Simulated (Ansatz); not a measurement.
BaCa3F8 on the sites of the fluorite structure (relaxed group Cmmm) was relaxed with 3 functionals in Ansatz, cell and atoms free, the symmetry of the start kept (meshes: PBE 4×4×6, r2SCAN 4×4×6, PBEsol 4×4×6). (Calculated; spin-unpolarised; the phase may be known or hypothetical.)

The PBEsol result:
```
Ca F Ba
1.0
     3.95920   -5.65687    0.00000
     3.95920    5.65687    0.00000
     0.00000    0.00000    3.94765
Ca F Ba
3 8 1
Direct
  0.00000 0.00000 0.00000
  0.50000 0.00000 0.50000
  0.00000 0.50000 0.50000
  0.35591 0.64409 0.50000
  0.12005 0.87995 0.50000
  0.89748 0.63469 0.00000
  0.63469 0.89748 0.00000
  0.36531 0.10252 0.00000
  0.10252 0.36531 0.00000
  0.87995 0.12005 0.50000
  0.64409 0.35591 0.50000
  0.50000 0.50000 0.00000
```

The symmetry is Cmmm (No. 65, orthorhombic); conventional cell a = 7.918 Å, b = 11.314 Å, c = 3.948 Å, 14.74 Å³ an atom. Ca has 8 F at 2.38–2.40 Å; F has 2 Ca at 2.31 Å and 2 Ba at 2.56 Å; F has 4 Ca at 2.40–2.47 Å; Ca has 8 F at 2.31–2.47 Å; F has 3 Ca at 2.38–2.39 Å and 1 Ba at 2.58 Å; Ba has 8 F at 2.56–2.58 Å.

(1) Order the functionals by the relaxed volume, smallest first.
A. PBE
B. PBEsol
C. r2SCAN

(2) How does the cell change with r2SCAN?

(3) How does the cell change with PBE?

(4) Held at the r2SCAN cell, what mean stress does PBE find, and does its sign point to its own minimum?

## Answers

(1) B (14.74 Å³/atom), C (14.94 Å³/atom), A (15.49 Å³/atom).

(2) a = 7.956 Å, b = 11.379 Å, c = 3.961 Å; the volume differs by +1.4 % from PBEsol's. Ca has 8 F at 2.39–2.40 Å; F has 2 Ca at 2.32 Å and 2 Ba at 2.58 Å; F has 4 Ca at 2.40–2.48 Å (further sites aren't listed).

(3) a = 8.049 Å, b = 11.495 Å, c = 4.017 Å; the volume differs by +5.1 % from PBEsol's. Ca has 8 F at 2.41–2.44 Å; F has 2 Ca at 2.35 Å and 2 Ba at 2.60 Å; F has 4 Ca at 2.44–2.51 Å (further sites aren't listed).

(4) Yes. PBE +2.68 GPa, and its relaxed volume is +3.6 % from r2SCAN's. Compression counts positive, so a positive stress asks for a larger cell.
